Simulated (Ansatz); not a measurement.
KMgF3 (cubic perovskite, Pm-3m) under volume change, plane-wave PAW PBE (Ansatz code), scaled uniformly.

```
V (Å³/atom)  E − E(relaxed) (meV/atom)  P (GPa)
-----------  -------------------------  -------
12.128                            26.5     7.70
12.528                            11.0     4.70
12.928                             2.6     2.16
13.328                             0.0     0.00
13.728                               …        …
14.127                             8.9    -3.39
14.527                               …        …
```

Q: Fill in the missing entries.

A: 
- 14.527, E − E(relaxed) (meV/atom): 19.0
- 14.527, P (GPa): -4.72
- 13.728, E − E(relaxed) (meV/atom): 2.3
- 13.728, P (GPa): -1.83

Q: What does a third-order Birch–Murnaghan fit give for V₀, B₀ and B′?

A: V₀ = 13.33 Å³/atom, B₀ = 66.2 GPa, B′ = 4.4.

The cell was relaxed with PBE under the symmetry of its start; phonons on a q-mesh show no instability.

Potentials: the later of the program's two PAW sets.
